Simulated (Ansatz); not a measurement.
The start is a relaxed SiNi cell displaced along its unstable phonon at q = (½, ½, 0) of its primitive reciprocal cell (329i cm⁻¹), largest move 0.15 Å. The structure is fully relaxed (lattice and positions, P = 0) with PBEsol (plane waves to 420 eV, PAW, scalar-relativistic; Ansatz, a quantum-chemistry and plane-wave program). The first steps use a coarse 12×12×12 k-mesh.

Initial structure:
```
SiNi
1.0
    0.00000     4.68305     4.68305
    2.34152     2.34152     4.68305
    2.34152     2.34152     0.00000
Ni Si
2 2
Direct
  0.00000   0.98023   0.01977
  0.50000   0.01977   0.98023
  0.00000   0.46797   0.53203
  0.50000   0.53203   0.46797
```

| Quantity | Result |
|---|---|
| Initial pressure | -2.3 GPa (negative: the cell is under tension) |
| Largest initial force | 1.64 eV/Å, on Ni1, Ni2 (atoms numbered as listed) |
| Energy released | 0.42 eV/atom |
| Volume change | -11.7 %, from 12.84 to 11.34 Å³/atom |
| Relative to the parent | It does not go back: it reaches P4/nmm (No. 129), 0.51 eV/atom below the parent |
| Band gap at the end | no gap (metallic) |
| Optimiser moves | 9 |

Final values are on a 15×15×10 k-mesh of the relaxed cell. No spin polarisation in the result. A magnetic state may lie lower.

The run could not lose the symmetry of its start, so the end can be a saddle point.

The relaxed structure here is a generated cell of SiNi: the first start was made by placing the elements on the sites of a structure type, and the end was not matched to a known phase here, so it may be hypothetical. Known forms of SiNi include space group No. 62.
